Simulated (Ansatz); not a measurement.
AgI:
```cif
data_Ag2I2
_chemical_formula_sum 'Ag2 I2'
_space_group_name_H-M_alt 'P4/nmm :1'
_space_group_IT_number 129
_space_group_name_Hall 'P 4ab 2ab -1ab'
_cell_length_a 4.24110
_cell_length_b 4.24110
_cell_length_c 6.31334
_cell_angle_alpha 90.000
_cell_angle_beta 90.000
_cell_angle_gamma 90.000
loop_
_space_group_symop_operation_xyz
  'x, y, z'
  '-y+1/2, x+1/2, z'
  '-x, -y, z'
  'y+1/2, -x+1/2, z'
  'x+1/2, -y+1/2, -z'
  '-y, -x, -z'
  '-x+1/2, y+1/2, -z'
  'y, x, -z'
  '-x+1/2, -y+1/2, -z'
  'y, -x, -z'
  'x+1/2, y+1/2, -z'
  '-y, x, -z'
  '-x, y, z'
  'y+1/2, x+1/2, z'
  'x, -y, z'
  '-y+1/2, -x+1/2, z'
loop_
_atom_site_label
_atom_site_type_symbol
_atom_site_symmetry_multiplicity
_atom_site_Wyckoff_symbol
_atom_site_fract_x
_atom_site_fract_y
_atom_site_fract_z
_atom_site_occupancy
Ag1 Ag 2 a 0.00000 0.00000 0.00000 1
I1 I 2 c 0.50000 0.00000 0.29548 1
```

Relaxed with LDA.

Tabulate the valence density and the electron localisation function along the shortest Ag–Ag contact (3.00 Å), DFT-LDA in the program Ansatz with PAW potentials.



```
distance from Ag (Å)  density (e/Å³)   ELF
--------------------  --------------  ----
0.30                           15.31  0.75
0.45                           10.24  0.65
0.60                            5.75  0.56
0.75                            2.67  0.46
0.90                            1.08  0.34
1.05                            0.50  0.23
1.20                            0.28  0.17
1.35                            0.20  0.14
1.50                            0.17  0.13
1.65                            0.20  0.14
1.80                            0.28  0.17
1.95                            0.50  0.23
2.10                            1.08  0.34
2.25                            2.67  0.46
2.40                            5.75  0.56
2.55                           10.24  0.65
2.70                           15.31  0.75
```

The density is the valence pseudo-density with augmentation charge, so density and ELF within about 1 Å of a nucleus are not all-electron values.

The first step of the workflow began from a Materials Project structure, measured or hypothetical; the Crystallography Open Database copy checked does not list it. It is not the phase usual at ambient conditions (space group No. 186, 216). The LDA relaxation kept the symmetry of its start; whether a distortion lowers the energy is not shown. The run is not spin-polarised. A crystal of weakly bound layers computed without a dispersion correction: the cell and the soft elastic constants depend strongly on that. Scalar-relativistic: spin–orbit coupling is off unless named, which matters more the heavier the elements.

Potentials: the later of the program's two PAW sets.
